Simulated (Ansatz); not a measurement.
SiH₈N₂F₆: checking a database structure before trusting its electric field gradients

The cell is an entry of the Crystallography Open Database (COD), atoms as given.

Space group P6_3mc (No. 186); a = 5.8955, c = 9.5990 Å, γ = 120.00°.

| site | Wyckoff | site symmetry | x | y | z |
| --- | --- | --- | --- | --- | --- |
| Si | 2b | 3m. | 0.3333 | 0.6667 | 0.2500 |
| H3 | 6c | .m. | 0.5860 | 0.1720 | 0.3940 |
| H9 | 6c | .m. | 0.8540 | 0.9270 | 0.5490 |
| H15 | 2b | 3m. | 0.6667 | 0.3333 | 0.2910 |
| H17 | 2a | 3m. | 0.0000 | 0.0000 | 0.6750 |
| N19 | 2b | 3m. | 0.6667 | 0.3333 | 0.3731 |
| N21 | 2a | 3m. | 0.0000 | 0.0000 | 0.5855 |
| F23 | 6c | .m. | 0.0620 | 0.5310 | 0.1473 |
| F29 | 6c | .m. | 0.1968 | 0.3936 | 0.3504 |

One atom of each set is listed.

The numbers come from a DFT calculation in Ansatz (PBE, plane waves and PAW, scalar-relativistic, 420 eV cutoff, Γ-centred 4×4×2 k-points, Fermi–Dirac smearing 0.02 eV).

Problem. Do the atoms and the cell lie near the calculated equilibrium?

Solution. No. The largest force is 22 eV/Å, on atom 15 (H: 1 N at 0.79 Å), and the pressure is 39.0 GPa. Bonds to hydrogen as short as 0.79 Å are the usual result of locating hydrogen with X-rays, and they can account for much of this: hydrogen has to be relaxed before the gradients can be taken for those of the compound.
